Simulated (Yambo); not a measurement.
G0W0@LDA for Na₃MoO₃F₃ (space group R3, No. 146) in Yambo. Reference settings: 2×2×2 Γ-centred k mesh, bands 5 to 203 and a 7 Ry block in the screening, 203 bands in G with the Bruneval-Gonze terminator, plasmon pole fitted at 27.2 eV. The LDA gap L → Z on this mesh is 4.03 eV; G0W0 gaps are taken between the same points.

With and without the terminator, as bands are cut:

| bands in G (in W) | gap, terminator (eV) | gap, none (eV) | valence shift, terminator (eV) | valence shift, none (eV) |
|---|---|---|---|---|
| 64 (64) | 7.556 | 7.744 | -1.028 | -0.681 |
| 88 (88) | 7.375 | 7.539 | -1.049 | -0.714 |
| 121 (121) | 7.273 | 7.399 | -1.100 | -0.809 |
| 161 (161) | 7.221 | 7.304 | -1.153 | -0.907 |
| 203 (203) | 7.193 | 7.247 | -1.185 | -0.985 |

Over this range the gap spans 0.363 eV with the terminator and 0.497 eV without, the valence shift 0.157 eV and 0.304 eV. Neither column has reached its limit for certain.

Spin-orbit coupling is not included.

Geometry of the Materials Project entry, not relaxed at this level; primitive cell a = b = c = 5.806 Å, α = β = γ = 57.29°.

A shift is the quasiparticle energy of the state minus its LDA energy.
